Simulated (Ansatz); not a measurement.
Input:

HfC:
```cif
data_C4Hf4
_chemical_formula_sum 'Hf4 C4'
_space_group_name_H-M_alt 'Fm-3m'
_space_group_IT_number 225
_space_group_name_Hall '-F 4 2 3'
_cell_length_a 4.60679
_cell_length_b 4.60679
_cell_length_c 4.60679
_cell_angle_alpha 90.000
_cell_angle_beta 90.000
_cell_angle_gamma 90.000
loop_
_atom_site_label
_atom_site_type_symbol
_atom_site_symmetry_multiplicity
_atom_site_Wyckoff_symbol
_atom_site_fract_x
_atom_site_fract_y
_atom_site_fract_z
_atom_site_occupancy
Hf1 Hf 4 a 0.00000 0.00000 0.00000 1
C1 C 4 b 0.50000 0.50000 0.50000 1
```
(The calculation used a cell of 2 atoms; values per cell refer to that cell.)

This is the PBEsol-relaxed structure.

Question: All from PBEsol (plane waves, PAW; program Ansatz), unless another level is named. Predict the Poisson's ratio.

Answer: 0.19.

Question: Predict the elastic constants (relaxed ions, GPa).

Answer: C11 = 539, C12 = 103, C44 = 174.

Question: Next, the highest zone-centre frequency?

Answer: 13.64 THz.

The PBEsol relaxation kept the symmetry of its start. The run is not spin-polarised. As this level gives no gap, shear constants depend on the k-mesh and smearing (Fermi–Dirac, 0.1 eV here). As this level gives no gap, phonon frequencies hold no LO–TO term and depend on the k-mesh and smearing (Fermi–Dirac, 0.1 eV here). Spin–orbit coupling is left out wherever it is not named.

Potentials: the earlier of the program's two PAW sets. The files were generated under PBE; for other functionals the program regenerates the frozen cores, and for LDA and PBEsol the local potential too.
